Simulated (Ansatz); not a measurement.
Relaxed-ion elastic tensor of NbC (rock salt, Fm-3m) in GPa (Voigt order), PBE (plane waves, PAW; program Ansatz); density 7.72 g/cm³, 11.28 Å³ per atom.

```csv
,1,2,3,4,5,6
1,658,121,121,0.0,0.0,0.0
2,121,658,121,0.0,0.0,0.0
3,121,121,658,0.0,0.0,0.0
4,0.0,0.0,0.0,171,0.0,0.0
5,0.0,0.0,0.0,0.0,171,0.0
6,0.0,0.0,0.0,0.0,0.0,171
```

**Question.** Is the crystal mechanically stable?

**Answer.** Yes: the smallest eigenvalue of C is 171 GPa.

**Question.** Work out the Voigt, Reuss and Hill averages.

**Answer.** K_V = 300, K_R = 300, K_H = 300; G_V = 210, G_R = 200, G_H = 205 GPa.

**Question.** Give Young's modulus, Poisson's ratio, Pugh's ratio and the universal anisotropy index.

**Answer.** E = 9KG/(3K + G) = 501 GPa; ν = 0.22; K/G = 1.47 (brittle by the Pugh limit of 1.75); A_U = 5G_V/G_R + K_V/K_R − 6 = 0.25.

**Question.** Estimate the sound speeds and the Debye temperature.

**Answer.** v_l = √((K + 4G/3)/ρ) = 8620 m/s, v_t = √(G/ρ) = 5150 m/s, mean 5700 m/s; Θ = (h/k)(3n/4πV)^(1/3) v_m = 756 K.

**Question.** Give the Zener ratio and Young's modulus along [100], [110] and [111].

**Answer.** A = 2C44/(C11 − C12) = 0.64; 1/E = S11 − 2(S11 − S12 − S44/2)Γ with Γ = 0, 1/4, 1/3 gives 621, 466, 430 GPa.

**Question.** Solve the Christoffel equation for the three sound speeds along [100], [110], [111].

**Answer.** Eigenvalues of C_ijkl n_j n_l equal ρv². In km/s, slowest first: [100] 4.70, 4.70, 9.23; [110] 4.70, 5.90, 8.52; [111] 5.53, 5.53, 8.27.

Symmetry was held in the PBE relaxation; phonons on a q-mesh show no instability. The run is not spin-polarised. As this level gives no gap, shear constants depend on the k-mesh and smearing (Fermi–Dirac, 0.1 eV here).

Potentials: the later of the program's two PAW sets.
